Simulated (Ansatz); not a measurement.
The elements of this relaxed trial crystal are hidden behind letters.

```
lattice vectors (Å)
   3.3516    0.0000    0.0000
   0.0000    3.3516    0.0000
   0.0000    0.0000    6.9187
fractional positions
X 0.0000 0.0000 0.0000
Z 0.5000 0.5000 0.5000
Q 0.5000 0.5000 0.1064
Q 0.0000 0.0000 0.6668
Q 0.0000 0.0000 0.3332
Q 0.5000 0.5000 0.8936
```

Theory: DFT PBE, scalar-relativistic, plane waves, PAW in Ansatz. Cutoff 420 eV, Γ-centred 12×12×6 mesh (6-atom cell), Gaussian smearing of 0.10 eV, no spin polarisation.

| Quantity | Value |
| --- | --- |
| Space group | P4/mmm (No. 123) |
| Conventional cell | a = 3.352 Å, c = 6.919 Å |
| Volume per atom | 12.95 Å³ |
| Density | 8.23 g/cm³ |
| Formation energy | −0.25 eV/atom |
| Gap on the 12×12×6 mesh of the 6-atom cell | 0 eV (a metal) |

Energies are uncorrected and count from the elements' standard states at the same level.

Task: X is a d-block element of period 5, Z is a p-block element of period 6 and Q is a p-block element of period 2. Which elements are they?

Result: X = Cd, Z = Bi, Q = O, so the formula is CdBiO4. Density times volume gives a mean mass of 8.23 × 12.95/1.6605 = 64.2 u per atom, and this set has 64.2 u. Around Cd lie 2 O at 2.31 Å and 8 O at 2.48 Å; around Bi lie 10 O at 2.64–2.72 Å and 4 Bi at 3.35 Å; around O on its first site lie 1 O at 1.47 Å, 4 Cd at 2.48 Å, 1 Bi at 2.72 Å and 4 O at 2.84 Å; 1 more site not described. Other sets within the hints have nearly the same mass, so mass alone doesn't settle it; this one was computed.

Spin–orbit coupling, which can matter for Bi, is left out. An odd number of electrons in the primitive cell allows no gap without spin; a larger cell or a magnetic state could open one. The cell is a metal run without spin; a magnetic state may lie lower. Symmetry constrained the relaxation, so the result can be a saddle point. Another cell of CdBiO4 relaxed alike, in Cmmm, lies 0.37 eV/atom lower, so this cell isn't the stable form at this level.
